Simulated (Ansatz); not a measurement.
# Ansatz 0.2.0, relaxation: SrCu2O3

The input file (Ansatz 0.2.0, plane waves):

```yaml
crystal:
  lattice:
    - [10.641552, 0.0, 0.0]
    - [0.0, 3.890467, 0.0]
    - [0.0, 0.0, 3.285221]
  atoms:
    - { symbol: Cu, position: [0.072, 0.75, 0.72] }
    - { symbol: Cu, position: [0.428, 0.75, 0.72] }
    - { symbol: Cu, position: [0.572, 0.25, 0.28] }
    - { symbol: Cu, position: [0.928, 0.25, 0.28] }
    - { symbol: Sr, position: [0.25, 0.25, 0.245] }
    - { symbol: Sr, position: [0.75, 0.75, 0.755] }
    - { symbol: O, position: [0.064, 0.25, 0.753] }
    - { symbol: O, position: [0.436, 0.25, 0.753] }
    - { symbol: O, position: [0.564, 0.75, 0.247] }
    - { symbol: O, position: [0.936, 0.75, 0.247] }
    - { symbol: O, position: [0.25, 0.75, 0.387] }
    - { symbol: O, position: [0.75, 0.25, 0.613] }
  symmetry: { tolerance: 0.0003 }
kpoints:
  mp_grid: { grid: [2, 6, 7], shift: [0, 0, 0] }
magnetization:
  spin_polarized: false
scf:
  occupations: { method: fermi_dirac, width: 0.0287 }
  lower_state_search: "off"
hamiltonian:
  pseudopotentials: { kind: paw }
  xc: r2scan
basis:
  ecutwfc: 500
  fft_grid_basis: typed
relax:
  max_steps: 80
output:
  forces: true
  stress: true
  eigenvalues: true
  bader: true
  populations: true
  elf: true
  write_potential: true
  volumetric_format: npy
  dos:
    e_range: [-12, 8]
    de: 0.05
    projected: { site_lists: { Cu: [Cu], O: [O], Sr: [Sr] } }
  write_density: true
checkpoint:
  read: saved_state
```

Launch command:

```bash
ansatz run input.yaml --threads 2 --pin off --max-ram 3584MiB --backend cpu --events-out ev --progress --plain --runs-dir out
```

Origin of the cell: a database entry, scaled a little.

The saved state is a converged single point of the same cell.

Steps:

```json
{"step": "1", "ΔF (meV/atom)": "0.0", "max force component (eV/Å)": "4.060", "SCF iterations": "9", "step was": "accepted"}
{"step": "2", "ΔF (meV/atom)": "-218.0", "max force component (eV/Å)": "3.898", "SCF iterations": "9", "step was": "accepted"}
{"step": "3", "ΔF (meV/atom)": "-355.0", "max force component (eV/Å)": "2.364", "SCF iterations": "8", "step was": "accepted"}
{"step": "4", "ΔF (meV/atom)": "-421.2", "max force component (eV/Å)": "1.154", "SCF iterations": "8", "step was": "accepted"}
{"step": "5", "ΔF (meV/atom)": "-450.8", "max force component (eV/Å)": "0.411", "SCF iterations": "8", "step was": "accepted"}
{"step": "6", "ΔF (meV/atom)": "-459.2", "max force component (eV/Å)": "0.294", "SCF iterations": "9", "step was": "accepted"}
{"step": "7", "ΔF (meV/atom)": "-461.4", "max force component (eV/Å)": "0.134", "SCF iterations": "7", "step was": "accepted"}
{"step": "8", "ΔF (meV/atom)": "-461.8", "max force component (eV/Å)": "0.044", "SCF iterations": "7", "step was": "accepted"}
{"step": "9", "ΔF (meV/atom)": "-462.0", "max force component (eV/Å)": "0.009", "SCF iterations": "8", "step was": "accepted"}
{"step": "10", "ΔF (meV/atom)": "-462.0", "max force component (eV/Å)": "0.009", "SCF iterations": "2", "step was": "accepted"}
```

Before:

Space group Pmmn (No. 59); the run's cell has a = 10.642 Å, b = 3.890 Å, c = 3.285 Å, α = 90.00°, β = 90.00°, γ = 90.00°. Shortest distances: Cu–O 1.95 Å, O–Sr 2.00 Å, Cu–Cu 2.87 Å, O–O 2.88 Å, Cu–Sr 3.13 Å, Sr–Sr 3.29 Å.

The relaxed structure.

Space group Pmmn (No. 59); the run's cell has a = 10.642 Å, b = 3.890 Å, c = 3.285 Å, α = 90.00°, β = 90.00°, γ = 90.00°. Shortest distances: Cu–O 1.93 Å, O–Sr 2.45 Å, O–O 2.72 Å, Cu–Cu 2.84 Å, Cu–Sr 3.13 Å, Sr–Sr 3.29 Å.

```
CELL_PARAMETERS angstrom
10.64155 0.00000 0.00000
0.00000 3.89047 0.00000
0.00000 0.00000 3.28522
ATOMIC_POSITIONS crystal
Cu 0.07025 0.75000 0.78372
Cu 0.42975 0.75000 0.78372
Cu 0.57025 0.25000 0.21628
Cu 0.92975 0.25000 0.21628
Sr 0.25000 0.25000 0.24763
Sr 0.75000 0.75000 0.75237
O 0.06121 0.25000 0.79017
O 0.43879 0.25000 0.79017
O 0.56121 0.75000 0.20983
O 0.93879 0.75000 0.20983
O 0.25000 0.75000 0.70203
O 0.75000 0.25000 0.29797
```

```
Free energy lowered by  : 462.0 meV/atom
Final pressure          : 7.46 GPa
Relaxation steps listed : 10
Gap on the mesh         : none (metal)
```

Caveats: no moments, though an odd count or open d shells may carry them; the SCF threshold is looser than advised for a stress; the database entry stands far from equilibrium and may be faulty; the relaxation held the start's symmetry, so the end may be a saddle point.

The run took 400 s of wall time on 2 CPU thread(s) of a shared host, from a saved density.
